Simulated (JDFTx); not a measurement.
| Property | Value |
|---|---|
| surface | Te(1 0 -1 0) |
| bulk | Te, P3_121, lattice of mp-19 (not re-optimised) |
| slab | 6 atoms in 6 planes, 1x1, 6.0 Å between the outermost planes |
| in-plane cell | 4.601 × 5.900 Å, 27.15 Å² |
| cell height | 22.0 Å |
| sampling | 4×4×1 k mesh, Fermi smearing 0.003 Ha, no spin polarisation |

Method: PBE, GBRV ultrasoft potentials, plane waves to 20/100 Ha, in a modified build of JDFTx. Vacuum. The outer atoms relax from bulk positions, keeping the cell's symmetry; the lattice is not PBE's own optimum in this code, and that strain can shift the moves by a few hundredths of an ångström. Input:

```
lattice \
  8.6952913035 0.0000000000 0.0000000000 \
  0.0000000000 11.1494975189 0.0000000000 \
  0.0000000000 0.0000000000 41.5739747418
coords-type Lattice
ion Te 0.3783500000 0.0000000000 -0.1370619650 1
ion Te 0.9933000000 0.3333333330 -0.0905655910 1
ion Te 0.3783500000 0.6666666670 -0.0440692160 1
ion Te 0.8783500000 0.0000000000 0.0440692160 1
ion Te 0.4933000000 0.3333333330 0.0905655910 1
ion Te 0.8783500000 0.6666666670 0.1370619650 1
ion-species pseudo/te_pbe_v1.upf
elec-cutoff 20 100
elec-ex-corr gga-PBE
coulomb-interaction Slab 001
coulomb-truncation-embed 0 0 0
kpoint-folding 4 4 1
elec-smearing Fermi 0.003
lcao-params 10
elec-n-bands 24
converge-empty-states yes
electronic-scf nIterations 100 energyDiffThreshold 1e-07
ionic-minimize nIterations 10 energyDiffThreshold 1e-5 knormThreshold 4e-4
dump-name vac.$VAR
dump End State Ecomponents EigStats BandEigs Forces ElecDensity IonicPositions Fillings Kpoints Dtot
```

Task: How far do the free atoms of the upper face move along the normal, and how much energy is released?

Result: Te (atom 6) -0.10 Å, Te (atom 5) -0.06 Å, Te (atom 4) -0.09 Å (positive: outward). The free energy falls by 0.043 eV per cell, 13 mJ/m².
